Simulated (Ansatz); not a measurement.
BeS:
```yaml
crystal:
  lattice:
    - [2.94168, 0.00000, 0.00000]
    - [0.00000, 2.94168, 0.00000]
    - [0.00000, 0.00000, 2.94168]
  atoms:
    - { symbol: Be, position: [0.00000, 0.00000, 0.00000] }
    - { symbol: S, position: [0.50000, 0.50000, 0.50000] }
```

Relaxed with r²SCAN.

Problem. List the phonon frequencies at the special points (DFPT on a 4×4×4 q-mesh, Fourier-interpolated; r²SCAN in the plane-wave PAW code Ansatz).

Solution. In cm⁻¹; no LO–TO term at Γ, as the run had none.

```json
[
 {"q": "Γ", "frequencies": "361i 361i 361i 0 0 0"},
 {"q": "X", "frequencies": "361i 361i 212i 212i 182i 289"},
 {"q": "M", "frequencies": "598i 367i 351i 351i 236 236"},
 {"q": "R", "frequencies": "52i 52i 52i 105 105 105"}
]
```

Space group Pm-3m (CsCl type). The cell is a constructed one: a structure type filled with these elements; neither database checked (COD, Materials Project) lists it. COD files the formula under space group No. 216, so this cell is another polymorph or a model. Whether it is the stable phase at ambient conditions was not checked. Symmetry was held in the r²SCAN relaxation. At this level the phase is dynamically unstable (imaginary phonons). As this level gives no gap, phonon frequencies hold no LO–TO term and depend on the k-mesh and smearing (Fermi–Dirac, 0.1 eV here).

Potentials: the later of the program's two PAW sets.
